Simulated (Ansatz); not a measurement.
P2W:
```cif
data_P4W2
_chemical_formula_sum 'P4 W2'
_space_group_name_H-M_alt 'P 1'
_space_group_IT_number 1
_cell_length_a 4.49032
_cell_length_b 4.49032
_cell_length_c 7.40971
_cell_angle_alpha 62.773
_cell_angle_beta 117.227
_cell_angle_gamma 139.153
loop_
_space_group_symop_operation_xyz
  'x, y, z'
loop_
_atom_site_label
_atom_site_type_symbol
_atom_site_fract_x
_atom_site_fract_y
_atom_site_fract_z
_atom_site_occupancy
P1 P 0.13865 0.86135 0.02491 1
P2 P 0.86135 0.13865 0.97509 1
P3 P 0.39878 0.60122 0.60051 1
P4 P 0.60122 0.39878 0.39949 1
W1 W 0.84233 0.15767 0.29385 1
W2 W 0.15767 0.84233 0.70615 1
```

Relaxed with LDA.

Q: Which orbitals make up the states near the Fermi level in plane-wave PAW LDA (Ansatz code)?

A: Within 0.5 eV of the Fermi level: W 5d 61 %, P 3p 26 %, P 3s 6 %, outside the projected shells 6 %. Projections are on Löwdin-orthogonalised atomic valence shells; empty p or d shells of many metals are not among them.

Q: Tabulate the density of states.

A: States/eV per cell of 6 atoms, in 0.25 eV bins, energy from the Fermi level.

| E (eV) | total | P 3p | W 5d | P 3s |
|---|---|---|---|---|
| -7.85 | 1.12 | 0.74 | 0.21 | 0.04 |
| -7.60 | 2.07 | 1.38 | 0.45 | 0.09 |
| -7.35 | 3.21 | 2.15 | 0.72 | 0.14 |
| -7.10 | 2.63 | 1.70 | 0.59 | 0.16 |
| -6.85 | 2.12 | 1.32 | 0.49 | 0.16 |
| -6.60 | 2.11 | 1.33 | 0.48 | 0.18 |
| -6.35 | 2.36 | 1.48 | 0.55 | 0.20 |
| -6.10 | 2.44 | 1.48 | 0.60 | 0.22 |
| -5.85 | 2.85 | 1.72 | 0.73 | 0.25 |
| -5.60 | 2.12 | 1.25 | 0.56 | 0.18 |
| -5.35 | 2.77 | 1.58 | 0.79 | 0.22 |
| -5.10 | 3.30 | 1.80 | 1.06 | 0.23 |
| -4.85 | 2.74 | 1.45 | 0.94 | 0.20 |
| -4.60 | 3.00 | 1.56 | 1.08 | 0.21 |
| -4.35 | 3.79 | 2.00 | 1.40 | 0.21 |
| -4.10 | 4.24 | 2.06 | 1.77 | 0.21 |
| -3.85 | 5.09 | 2.42 | 2.25 | 0.19 |
| -3.60 | 5.49 | 2.60 | 2.50 | 0.18 |
| -3.35 | 6.23 | 2.91 | 2.87 | 0.19 |
| -3.10 | 5.31 | 2.58 | 2.34 | 0.15 |
| -2.85 | 5.42 | 2.74 | 2.30 | 0.12 |
| -2.60 | 4.13 | 2.13 | 1.71 | 0.11 |
| -2.35 | 3.92 | 1.90 | 1.76 | 0.09 |
| -2.10 | 3.62 | 1.69 | 1.68 | 0.09 |
| -1.85 | 2.78 | 1.28 | 1.31 | 0.06 |
| -1.60 | 1.33 | 0.53 | 0.73 | 0.03 |
| -1.35 | 0.79 | 0.27 | 0.48 | 0.01 |
| -1.10 | 0.72 | 0.19 | 0.49 | 0.01 |
| -0.85 | 1.46 | 0.27 | 1.02 | 0.08 |
| -0.60 | 2.15 | 0.37 | 1.52 | 0.12 |
| -0.35 | 2.35 | 0.37 | 1.71 | 0.10 |
| -0.10 | 1.76 | 0.37 | 1.17 | 0.08 |
| 0.15 | 1.35 | 0.46 | 0.70 | 0.08 |
| 0.40 | 1.89 | 0.74 | 0.86 | 0.15 |
| 0.65 | 2.43 | 0.88 | 1.09 | 0.25 |
| 0.90 | 2.12 | 0.72 | 0.96 | 0.24 |
| 1.15 | 2.47 | 0.81 | 1.12 | 0.31 |
| 1.40 | 3.12 | 0.98 | 1.41 | 0.39 |
| 1.65 | 4.04 | 1.22 | 1.84 | 0.54 |
| 1.90 | 3.73 | 1.13 | 1.71 | 0.48 |
| 2.15 | 3.58 | 0.97 | 1.75 | 0.46 |
| 2.40 | 3.13 | 0.91 | 1.49 | 0.37 |
| 2.65 | 4.06 | 1.25 | 1.97 | 0.36 |
| 2.90 | 4.24 | 1.41 | 1.96 | 0.36 |
| 3.15 | 4.49 | 1.54 | 2.00 | 0.38 |
| 3.40 | 3.88 | 1.47 | 1.55 | 0.31 |
| 3.65 | 3.53 | 1.39 | 1.30 | 0.27 |
| 3.90 | 4.68 | 1.94 | 1.62 | 0.30 |
| 4.15 | 3.76 | 1.63 | 1.26 | 0.17 |
| 4.40 | 3.69 | 1.61 | 1.16 | 0.15 |
| 4.65 | 3.46 | 1.45 | 1.04 | 0.14 |
| 4.90 | 3.98 | 1.53 | 1.01 | 0.18 |

Space group C2/m. The workflow started from a Materials Project entry (that database holds measured and hypothetical structures alike); the Crystallography Open Database files this formula in space group No. 12, but the cells were not matched. Its standing as an ambient phase is unchecked. The cell was relaxed with LDA under the symmetry of its start; whether a distortion lowers the energy is not shown. No spin polarisation was allowed. Spin–orbit coupling is left out wherever it is not named.

Potentials: the later of the program's two PAW sets.
